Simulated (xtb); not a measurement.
xtb single point, GFN2-xTB, GBSA implicit dimethyl sulfoxide, on methanesulfonate, CH3O3S (SMILES CS(=O)(=O)[O-]), charge -1, multiplicity 1.

```
xtb m.xyz --gfn 2 --chrg -1 --uhf 0 --norestart --sp --gbsa dmso

8

C     -0.941701    -0.110069    -0.191206
S      0.902275    -0.110068    -0.191325
O      1.269152    -1.211649    -1.081526
O      1.269557    -0.330367     1.207718
O      1.269414     1.211649    -0.700151
H     -1.269228     0.059269    -1.207718
H     -1.269524     0.685601     0.463553
H     -1.269557    -1.074969     0.170214
```

The program's output:

```

          ...................................................
          :                      SETUP                      :
          :.................................................:
          :  # basis functions                  29          :
          :  # atomic orbitals                  28          :
          :  # shells                           14          :
          :  # electrons                        32          :
          :  max. iterations                   250          :
          :  Hamiltonian                  GFN2-xTB          :
          :  restarted?                      false          :
          :  GBSA solvation                   true          :
          :  PC potential                    false          :
          :  electronic temp.          300.0000000     K    :
          :  accuracy                    1.0000000          :
          :  -> integral cutoff          0.2500000E+02      :
          :  -> integral neglect         0.1000000E-07      :
          :  -> SCF convergence          0.1000000E-05 Eh   :
          :  -> wf. convergence          0.1000000E-03 e    :
          :  Broyden damping             0.4000000          :
          :  net charge                         -1          :
          :  unpaired electrons                  0          :
          ...................................................

 iter      E             dE          RMSdq      gap      omega  full diag
   1    -19.5190325 -0.195190E+02  0.810E+00    8.67       0.0  T
   2    -19.5556726 -0.366401E-01  0.475E+00    8.61       1.0  T
   3    -19.5583024 -0.262978E-02  0.193E+00    8.52       1.0  T
   4    -19.5598653 -0.156291E-02  0.477E-01    8.47       1.0  T
   5    -19.5600706 -0.205347E-03  0.222E-01    8.45       1.0  T
   6    -19.5601168 -0.461457E-04  0.101E-01    8.44       1.0  T
   7    -19.5601284 -0.115683E-04  0.203E-02    8.43       1.7  T
   8    -19.5601285 -0.147138E-06  0.131E-02    8.43       2.7  T
   9    -19.5601288 -0.256714E-06  0.197E-03    8.43      17.9  T
  10    -19.5601288 -0.389529E-08  0.430E-04    8.43      82.2  T
  11    -19.5601288  0.105665E-09  0.478E-04    8.43      73.9  T

   *** convergence criteria satisfied after 11 iterations ***

         #    Occupation            Energy/Eh            Energy/eV
      -------------------------------------------------------------
         1        2.0000           -0.7203168             -19.6008
       ...           ...                  ...                  ...
        10        2.0000           -0.4669562             -12.7065
        11        2.0000           -0.4117328             -11.2038
        12        2.0000           -0.4117259             -11.2036
        13        2.0000           -0.3919435             -10.6653
        14        2.0000           -0.3919345             -10.6651
        15        2.0000           -0.3798446             -10.3361
        16        2.0000           -0.3731847             -10.1549 (HOMO)
        17                         -0.0632932              -1.7223 (LUMO)
        18                         -0.0141274              -0.3844
        19                          0.0310702               0.8455
        20                          0.0310930               0.8461
        21                          0.1602629               4.3610
       ...                                ...                  ...
        28                          1.1802335              32.1158
      -------------------------------------------------------------
                  HL-Gap            0.3098914 Eh            8.4326 eV
             Fermi-level           -0.2182390 Eh           -5.9386 eV


         :::::::::::::::::::::::::::::::::::::::::::::::::::::
         ::                     SUMMARY                     ::
         :::::::::::::::::::::::::::::::::::::::::::::::::::::
         :: total energy             -19.445531690067 Eh    ::
         :: total w/o Gsasa/hb       -19.443572002418 Eh    ::
         :: gradient norm              0.026203778164 Eh/a0 ::
         :: HOMO-LUMO gap              8.432575543927 eV    ::
         ::.................................................::
         :: SCC energy               -19.560127653309 Eh    ::
         :: -> isotropic ES            0.233046563281 Eh    ::
         :: -> anisotropic ES         -0.011446248510 Eh    ::
         :: -> anisotropic XC         -0.003778382315 Eh    ::
         :: -> dispersion             -0.005542603447 Eh    ::
         :: -> Gsolv                  -0.096157637876 Eh    ::
         ::    -> Gelec               -0.094197950227 Eh    ::
         ::    -> Gsasa               -0.006523925427 Eh    ::
         ::    -> Ghb                 -0.000597500367 Eh    ::
         ::    -> Gshift               0.005161738145 Eh    ::
         :: repulsion energy           0.114595963242 Eh    ::
         :: add. restraining           0.000000000000 Eh    ::
         :: total charge              -1.000000000000 e     ::
[... lines cut ...]
        17                         -0.0632932              -1.7223 (LUMO)
        18                         -0.0141274              -0.3844
        19                          0.0310702               0.8455
        20                          0.0310930               0.8461
        21                          0.1602629               4.3610
        22                          0.2023758               5.5069
        23                          0.2024355               5.5086
        24                          0.2917187               7.9381
        25                          0.2918065               7.9405
        26                          0.6602186              17.9655
        27                          1.1800895              32.1119
        28                          1.1802335              32.1158
      -------------------------------------------------------------
                  HL-Gap            0.3098914 Eh            8.4326 eV
             Fermi-level           -0.2182390 Eh           -5.9386 eV

     #   Z          covCN         q      C6AA      α(0)
     1   6 C        3.743    -0.203    24.594     7.075
     2  16 S        3.545     1.066   104.768    17.227
     3   8 O        0.860    -0.688    28.369     7.141
     4   8 O        0.860    -0.688    28.370     7.141
     5   8 O        0.860    -0.688    28.369     7.141
     6   1 H        0.926     0.067     2.124     2.279
     7   1 H        0.926     0.067     2.124     2.279
     8   1 H        0.926     0.067     2.123     2.279

 Mol. C6AA /au·bohr⁶  :       1249.388206
 Mol. C8AA /au·bohr⁸  :      33932.996456
 Mol. α(0) /au        :         52.562426

Wiberg/Mayer (AO) data.
largest (>0.10) Wiberg bond orders for each atom

 ---------------------------------------------------------------------------
     #   Z sym  total        # sym  WBO       # sym  WBO       # sym  WBO
 ---------------------------------------------------------------------------
     1   6 C    3.988 --     7 H    0.987     6 H    0.987     8 H    0.987
                             2 S    0.755
     2  16 S    5.183 --     3 O    1.473     5 O    1.473     4 O    1.473
                             1 C    0.755
     3   8 O    1.773 --     2 S    1.473     5 O    0.102     4 O    0.102
     4   8 O    1.773 --     2 S    1.473     5 O    0.102     3 O    0.102
     5   8 O    1.773 --     2 S    1.473     4 O    0.102     3 O    0.102
     6   1 H    0.996 --     1 C    0.987
     7   1 H    0.996 --     1 C    0.987
     8   1 H    0.996 --     1 C    0.987
 ---------------------------------------------------------------------------


molecular dipole:
                 x           y           z       tot (Debye)
 q only:       -3.247       0.208       0.361
   full:       -3.297       0.208       0.361       8.447
molecular quadrupole (traceless):
                xx          xy          yy          xz          yz          zz
 q only:       -1.168       1.013       0.649       1.758      -0.112       0.518
  q+dip:       -0.719       1.029       0.425       1.785      -0.112       0.294
   full:       -0.403       1.029       0.267       1.785      -0.112       0.136

           -------------------------------------------------
          | TOTAL ENERGY              -19.445531690067 Eh   |
          | GRADIENT NORM               0.026203778164 Eh/α |
          | HOMO-LUMO GAP               8.432575543927 eV   |
           -------------------------------------------------
```

The total energy is -529.14 eV, -2.55 eV from the same level's vacuum run.
